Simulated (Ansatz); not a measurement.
**Formation energy of NaAl (CsCl type)**

```
CELL_PARAMETERS angstrom
3.51802 0.00000 0.00000
0.00000 3.51802 0.00000
0.00000 0.00000 3.51802
ATOMIC_POSITIONS crystal
Na 0.00000 0.00000 0.00000
Al 0.50000 0.50000 0.50000
```

The cell comes from a relaxation on PAW files under the same functional, begun from a prototype that needn't be the stable phase.

Computed with Ansatz 0.2.0; functional LDA, scalar-relativistic. Settings: a Γ-centred 11×11×11 k mesh, Fermi–Dirac smearing of 0.05 eV, no spin polarisation. Methods: LAPW: all electrons, basis error target 0.5 meV/atom; PAW: frozen-core files, cutoff 420 eV.

The elements are taken as Al fcc, Na bcc, each relaxed on PAW files under the same functional and computed by the same method as the compound; zero-point and thermal terms are left out.

The PAW files were made under PBE.

Q: What is the formation energy by LAPW, and how far do the other methods lie from it?

A: 0.319 eV/atom; PAW +1.0 meV/atom. The compound is unstable against these elements; other compounds of the system weren't compared.

Q: Give the LAPW value for one formula unit in kJ/mol.

A: 0.319 eV/atom × 2 atoms × 96.485 kJ/(mol·eV) = 61.6 kJ/mol, at zero temperature and without zero-point motion.

Q: How does the cell move when LAPW relaxes it further?

A: It takes no step: the LAPW pressure of -0.01 GPa and the forces already lie within the run's tolerances.

Q: What Bader charges does the PAW density give?

A: Na1 +0.69 e, Al2 -0.69 e.
